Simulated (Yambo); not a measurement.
SnO (space group P4/nmm, No. 129): the exchange self-energy on PBEsol orbitals (Yambo, 4×4×4 mesh) holds the Coulomb divergence, which is integrated with random points (RandQpts).

```json
[
 {"random points": "1,000", "exchange-only gap Γ → M (eV)": "4.31", "shift of the valence edge (eV)": "-1.12", "gap against the reference (meV)": "7"},
 {"random points": "10,000", "exchange-only gap Γ → M (eV)": "4.27", "shift of the valence edge (eV)": "-1.05", "gap against the reference (meV)": "-40"},
 {"random points": "100,000", "exchange-only gap Γ → M (eV)": "4.32", "shift of the valence edge (eV)": "-1.16", "gap against the reference (meV)": "11"},
 {"random points": "1,000,000", "exchange-only gap Γ → M (eV)": "4.31", "shift of the valence edge (eV)": "-1.14", "gap against the reference (meV)": "3"},
 {"random points": "5,000,000", "exchange-only gap Γ → M (eV)": "4.31", "shift of the valence edge (eV)": "-1.14", "gap against the reference (meV)": "reference"}
]
```

From 100,000 points on, the gap stays within 20 meV of the run with most points. The error is statistical; each row is a single draw, so the rows fix no rate of convergence.

Spin-orbit coupling is not included.

Geometry of the Materials Project entry, not relaxed at this level; primitive cell a = b = 3.814 Å, c = 4.887 Å, α = β = γ = 90.00°.

A shift is the quasiparticle energy of the state minus its PBEsol energy.

The distance between layers or molecules is the database entry's, not relaxed here. Functionals without dispersion can leave it too large, which widens gaps and weakens the response across layers: the numbers belong to this cell.
